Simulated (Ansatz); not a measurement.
The start is a relaxed GaCo cell with every coordinate shifted by Gaussian noise of σ = 0.3 Å. Cell shape, volume and atoms are optimised at zero target pressure with PBE (plane waves to 420 eV, PAW, scalar-relativistic; Ansatz, a quantum-chemistry and plane-wave program). The first steps use a coarse 11×11×11 k-mesh.

Input geometry:
```yaml
crystal:
  lattice:
    - [2.88165, 0.00000, 0.00000]
    - [0.00000, 2.88165, 0.00000]
    - [0.00000, 0.00000, 2.88165]
  atoms:
    - { symbol: Ga, position: [0.53075, 0.55345, 0.70482] }
    - { symbol: Co, position: [0.02937, 0.94624, 0.00986] }
```

Question: How large is the pressure on the unrelaxed cell, and of which sign?

Answer: +36.1 GPa (positive: the cell is compressed).

Question: Which atoms feel the largest initial force, and how large is it?

Answer: 6.45 eV/Å, on Ga1, Co2 (atoms numbered as listed).

Question: By how much does the energy per atom fall from start to end?

Answer: 0.82 eV/atom.

Question: Is the parent structure recovered?

Answer: It relaxes back to the parent, Pm-3m (No. 221).

Question: How do the shortest distances between atoms change?

Answer: The closest pairs of elements (up to four, under 3.6 Å), start → end: Co–Ga 2.03 → 2.50 Å; Ga–Ga 2.88 → 2.88 Å; Co–Co 2.88 → 2.88 Å.

Question: Is the relaxed structure metallic? Give its gap.

Answer: No gap (metallic).

The end point of the relaxation:

```cif
data_CoGa
_chemical_formula_sum 'Ga1 Co1'
_space_group_name_H-M_alt 'Pm-3m'
_space_group_IT_number 221
_space_group_name_Hall '-P 4 2 3'
_cell_length_a 2.88165
_cell_length_b 2.88165
_cell_length_c 2.88165
_cell_angle_alpha 90.000
_cell_angle_beta 90.000
_cell_angle_gamma 90.000
loop_
_atom_site_label
_atom_site_type_symbol
_atom_site_symmetry_multiplicity
_atom_site_Wyckoff_symbol
_atom_site_fract_x
_atom_site_fract_y
_atom_site_fract_z
_atom_site_occupancy
Ga1 Ga 1 a 0.00000 0.00000 0.00000 1
Co1 Co 1 b 0.50000 0.50000 0.50000 1
```

Final values are on a 16×16×16 k-mesh of the relaxed cell. No spin polarisation in the result. A magnetic state may lie lower.
